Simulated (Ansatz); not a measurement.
According to the program Ansatz at the PBE level (PAW), Bi2W in the monoclinic phase (C2/m; W on 4i, Bi on 4i, Bi on 4i) relaxes to a = 11.080 Å, b = 3.807 Å, c = 8.420 Å, β = 121.9°. Its formation energy from the elements is 0.64 eV/atom, with no fitted shifts.

Electronic character: metallic (no gap).

The start of the workflow was typed in or built on a structure type; neither database checked (COD, Materials Project) lists it. Its standing as an ambient phase is unchecked. The cell was relaxed with PBE under the symmetry of its start; whether a distortion lowers the energy is not shown. No spin polarisation was allowed. The volume moved by -17 % from the start of the relaxation. Its formation energy is positive at this level, so the cell may be metastable or incomplete. Axis ratios of metals converge slowly with the k-mesh, so a and c are less sure than the volume. The references are the lowest solids computed at this level, not always the standard phases. Spin–orbit coupling is left out wherever it is not named.

Potentials: the earlier of the program's two PAW sets.
